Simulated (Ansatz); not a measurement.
BaCSNCl:
```xyz
10
Lattice="5.8113 0.0000 0.0000 0.0000 4.5744 0.0000 -1.3464 0.0000 8.4745" Properties=species:S:1:pos:R:3 pbc="T T T"
Ba     3.6453     3.4308     5.9210
Ba     0.8197     1.1436     2.5535
C      1.1438     1.1436     7.1710
C      3.3212     3.4308     1.3035
S      4.8945     3.4308     0.8714
S     -0.4295     1.1436     7.6031
N      2.2866     1.1436     6.8623
N      2.1784     3.4308     1.6122
Cl     3.7426     1.1436     3.8014
Cl     0.7224     3.4308     4.6731
```

Relaxed with PBEsol. Independent-particle spectrum: no excitons, no local fields, no scissors shift; 0.1 eV broadening; ε₁ of the summed bands alone.

Question: Tabulate the dielectric function from PBEsol in the plane-wave PAW code Ansatz.

Answer: 

```tsv
E (eV)	ε₁ xx	ε₂ xx	ε₁ yy	ε₂ yy	ε₁ zz	ε₂ zz
0.0	5.37	0.00	3.34	0.00	3.49	0.00
0.3	5.38	0.00	3.35	0.00	3.49	0.00
0.6	5.41	0.00	3.36	0.00	3.51	0.00
0.9	5.47	0.00	3.37	0.00	3.52	0.00
1.2	5.56	0.00	3.40	0.00	3.55	0.00
1.5	5.68	0.00	3.42	0.00	3.59	0.00
1.8	5.83	0.00	3.46	0.00	3.64	0.00
2.1	6.04	0.00	3.51	0.00	3.70	0.00
2.4	6.30	0.00	3.57	0.00	3.78	0.00
2.7	6.66	0.00	3.64	0.00	3.88	0.00
3.0	7.14	0.00	3.73	0.00	4.00	0.00
3.3	7.83	0.00	3.84	0.00	4.17	0.00
3.6	8.89	0.00	3.98	0.00	4.39	0.00
3.9	10.84	0.00	4.18	0.00	4.75	0.00
4.2	16.86	0.65	4.48	0.04	5.60	0.13
4.5	11.42	23.73	4.85	0.34	5.14	2.48
4.8	2.05	8.67	5.02	0.52	5.05	0.80
5.1	5.39	12.31	5.29	1.19	5.22	2.91
5.4	-2.25	10.30	5.64	1.14	3.90	2.50
5.7	-0.21	9.31	5.63	3.00	5.29	1.77
6.0	-2.19	5.62	4.68	3.03	4.96	3.64
6.3	-1.56	3.00	4.37	2.98	4.23	3.32
6.6	0.97	2.52	4.21	2.85	4.12	3.76
6.9	1.80	2.92	4.08	3.05	3.10	4.21
7.2	2.41	4.68	4.15	3.66	3.08	3.59
7.5	1.08	5.24	2.85	4.36	2.77	3.71
7.8	0.11	4.56	2.96	3.15	2.49	3.75
8.1	-0.05	3.66	3.04	2.99	2.13	3.23
8.4	-0.09	4.04	3.60	3.78	2.18	3.91
8.7	-0.17	2.94	3.11	4.59	2.21	3.69
9.0	0.45	3.03	1.65	4.49	1.55	3.76
9.3	-0.21	3.57	1.74	3.83	1.21	4.00
9.6	-0.74	2.83	2.39	4.16	0.59	3.37
9.9	-0.16	2.16	-0.79	5.46	1.00	3.33
10.2	-0.23	2.41	-0.35	3.20	-0.07	3.68
10.5	-0.14	1.97	0.24	2.88	-0.34	2.36
10.8	0.08	2.30	0.39	3.19	0.38	2.10
11.1	-0.09	1.98	-0.29	3.29	0.42	2.49
11.4	-0.10	1.95	-0.70	2.28	0.23	2.14
11.7	-0.20	1.81	-0.20	1.69	0.10	1.93
12.0	0.21	1.53	0.31	1.50	0.28	1.78
```

Question: From ε at 5.0 eV (xx: 6.90 + 9.98i), find n, k, the normal reflectivity and the absorption coefficient.

Answer: n = 3.08, k = 1.618, R = 36 %, α = 2kE/ħc = 820000 cm⁻¹.

With all bands, ε∞ without local fields is 5.46 (xx), 3.47 (yy), 3.62 (zz). DFPT, with local fields, gives 4.37 (xx), 3.15 (yy), 3.24 (zz).

Space group P2_1/m. The first step of the workflow began from a Materials Project structure, measured or hypothetical; the Crystallography Open Database files this formula in space group No. 11, but the cells were not matched. Its standing as an ambient phase is unchecked. The PBEsol relaxation kept the symmetry of its start; whether a distortion lowers the energy is not shown. Spin–orbit coupling is left out wherever it is not named.

Potentials: the later of the program's two PAW sets.
